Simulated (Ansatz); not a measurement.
Input:

LaAlSi:
```
CELL_PARAMETERS angstrom
     -2.16889     2.16889     7.32756
      2.16889    -2.16889     7.32756
      2.16889     2.16889    -7.32756
ATOMIC_POSITIONS crystal
  La 0.62515 0.12515 0.50000
  La 0.87515 0.87515 0.00000
  Al 0.45829 0.45829 0.00000
  Al 0.20829 0.70829 0.50000
  Si 0.04156 0.54156 0.50000
  Si 0.29156 0.29156 0.00000
```

This is the r²SCAN-relaxed structure.

All from plane-wave PAW r²SCAN (Ansatz code), unless another level is named. Give the electronic character.

metallic (no gap).

Predict the density of states at the Fermi level.

0.06 states/eV per atom (mean over ±0.08 eV).

Give the formation energy from the elements (no fitted shifts).

-0.75 eV/atom.

Space group I4_1md. The workflow started from a Materials Project entry (that database holds measured and hypothetical structures alike); the Crystallography Open Database copy checked does not list it. With Al and Si taken as one species the cell has the higher symmetry I4_1/amd, so it may be an ordered model of a mixed-site phase. Whether it is the stable phase at ambient conditions was not checked. The r²SCAN relaxation kept the symmetry of its start; its stability against distortions is not shown here. The references are the lowest solids computed at this level, not always the standard phases. Scalar-relativistic: spin–orbit coupling is off unless named, which matters more the heavier the elements.

Potentials: the earlier of the program's two PAW sets.
